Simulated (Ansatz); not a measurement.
TiFe:
```yaml
crystal:
  lattice:
    - [2.91639, 0.00000, 0.00000]
    - [0.00000, 2.91639, 0.00000]
    - [0.00000, 0.00000, 2.91639]
  atoms:
    - { symbol: Ti, position: [0.50000, 0.50000, 0.50000] }
    - { symbol: Fe, position: [0.00000, 0.00000, 0.00000] }
```

Relaxed with PBEsol. Special points in fractions of this cell's reciprocal vectors: Γ (0.000, 0.000, 0.000); X (0.000, 0.500, 0.000); M (0.500, 0.500, 0.000); R (0.500, 0.500, 0.500).

Question: List the band energies nearest the Fermi level at these points for DFT-PBEsol in the program Ansatz with PAW potentials.

Answer: In eV from the Fermi level; about four levels below and three above (degenerate sets whole), none deeper than 8.9 eV; points with the same levels are listed once.

```json
[
 {"k": "Γ", "below": "-3.98 -3.98 -1.04 -1.04 -1.04", "above": "1.33 1.33 3.38 3.38 3.38"},
 {"k": "X", "below": "-1.10 -1.10 -0.74 -0.46", "above": "0.92 0.92 0.93"},
 {"k": "M", "below": "-4.46 -3.83 -2.26 -2.26", "above": "0.04 0.50 1.09 1.09"},
 {"k": "R", "below": "-2.20 -2.20 -2.20 -2.02 -2.02 -2.02", "above": "0.08 0.08 3.70 3.70"}
]
```

Space group Pm-3m (CsCl type). The workflow started from an entry of the Crystallography Open Database (COD). Its standing as an ambient phase is unchecked. Symmetry was held in the PBEsol relaxation; of distortions, only those at the zone centre were tested. The workflow began spin-polarised and lost its moments.

Potentials: the later of the program's two PAW sets.
